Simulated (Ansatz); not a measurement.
NaCl:
Space group Fm-3m (No. 225); a = b = c = 5.696 Å, α = β = γ = 90.00°

```json
[
 {"atom": "Cl", "site": "4a", "symmetry": "m-3m", "x": "0.0000", "y": "0.0000", "z": "0.0000"},
 {"atom": "Na", "site": "4b", "symmetry": "m-3m", "x": "0.5000", "y": "0.5000", "z": "0.5000"}
]
```
(The calculation used a cell of 2 atoms; values per cell refer to that cell.)

Relaxed with PBE.

Question: Give the optical modes at the zone centre with their infrared and Raman activity from DFPT, the program Ansatz at the PBE level (PAW).

Answer: Transverse frequencies, without the LO–TO term; a row sums one degenerate level.

| ω (cm⁻¹) | degeneracy | IR ((D/Å)²/amu) | Raman (Å⁴/amu) | activity | symmetry |
|---|---|---|---|---|---|
| 151 | 3 | 6.07 | 0 | IR | T1u |

Question: How high does the top mode go among those that the LO–TO term moves?

Answer: 246 cm⁻¹ for q along x.

The cell was relaxed with PBE under the symmetry of its start; phonons on a q-mesh show no instability.

Potentials: the later of the program's two PAW sets.
